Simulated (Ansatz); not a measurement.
Level of theory: Ansatz 0.2.0, DFT PBE, scalar-relativistic, plane waves, PAW. Settings: cutoff 420 eV, Γ-centred meshes spaced at most about 0.3 Å⁻¹, and about 0.25 Å⁻¹ or finer for metals (2π included), Gaussian smearing. No spin polarisation in the final relaxations.

All energies are static (0 K, no zero-point motion).

Compare these two cells of SbSeBr3, each relaxed at this level.

A.

```
Sb Se Br
1.0
     2.63573   -7.65934    0.00000
     2.63573    7.65934    0.00000
     0.00000    0.00000    5.48989
Sb Se Br
1 1 3
Direct
  0.00000 0.00000 0.00000
  0.50000 0.50000 0.00000
  0.00000 0.50000 0.50000
  0.50000 0.00000 0.50000
  0.50000 0.50000 0.50000
```

B.

```
Sb Se Br
1.0
     4.68618    2.70557    4.10197
    -4.68618    2.70557    4.10197
     0.00000   -5.41114    4.10197
Sb Se Br
1 1 3
Direct
  0.70817 0.70817 0.70817
  0.50658 0.50658 0.50658
  0.63384 0.07651 0.63384
  0.63384 0.63384 0.07651
  0.07651 0.63384 0.63384
```

Problem. Which form is favoured at zero pressure, and by what margin per atom?

Solution. B is lower, by 0.57 eV/atom. A has space group Cmmm (No. 65), 44.3 Å³/atom and no gap on its mesh; B has space group R3m (No. 160), 62.4 Å³/atom and a gap of 0.13 eV. The shortest distance is 2.64 Å (Sb–Se and Br–Br) in A and 2.48 Å (Sb–Se) in B. A holds Br–Br chains (shortest 2.64 Å); in B the shortest Br–Br distance is 4.15 Å. In A, Sb is surrounded by 2 Se at 2.64 Å; Se is surrounded by 2 Sb at 2.64 Å and 2 Br at 2.74 Å; Br on a site of symmetry 2/m has 2 Br at 2.64 Å; 1 more site not described. In B, Sb has 1 Se at 2.48 Å and 3 Br at 2.56 Å; Se has 1 Sb at 2.48 Å and 3 Br at 3.10 Å; Br is surrounded by 1 Sb at 2.56 Å and 1 Se at 3.10 Å. Both come from invented guesses.

No dispersion correction is applied, so the spacing and binding between layers, chains or molecules are poorly described (Cmmm), and this can change margins and order among such cells. Spin–orbit coupling, which can matter for Sb, is left out. Kohn–Sham gaps at this level usually fall short of measured ones. The missing spin–orbit coupling can work the other way here. A magnetic state wasn't ruled out in cells without spin, among them Cmmm. Cells relaxed within their symmetry can be saddle points.
